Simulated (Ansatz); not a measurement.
LaN:
```
LaN
1.0
   10.60635     0.00000     0.00000
    0.00000     3.75542     0.00000
    0.00000     0.00000     3.75390
La N
4 4
Direct
  0.12455   0.25000   0.25869
  0.37545   0.75000   0.75869
  0.87545   0.75000   0.74131
  0.62455   0.25000   0.24131
  0.87697   0.25000   0.26982
  0.62303   0.75000   0.76982
  0.12303   0.75000   0.73018
  0.37697   0.25000   0.23018
```

Relaxed with r²SCAN.

Give the Bader charges and basin volumes of the independent atoms, plane-wave PAW r²SCAN (Ansatz code).



```tsv
atom	Bader charge (e)	Bader volume (Å³)
La1	+1.81	20.1
N5	-1.81	17.3
```

Space group Pnma. The start of the workflow was typed in or built on a structure type; neither database checked (COD, Materials Project) lists it. COD files the formula under space group No. 225. Whether it is the stable phase at ambient conditions was not checked. The cell was relaxed with r²SCAN under the symmetry of its start; whether a distortion lowers the energy is not shown. Scalar-relativistic: spin–orbit coupling is off unless named, which matters more the heavier the elements.

Potentials: the earlier of the program's two PAW sets. The files were generated under PBE; for other functionals the program regenerates the frozen cores, and for LDA and PBEsol the local potential too.
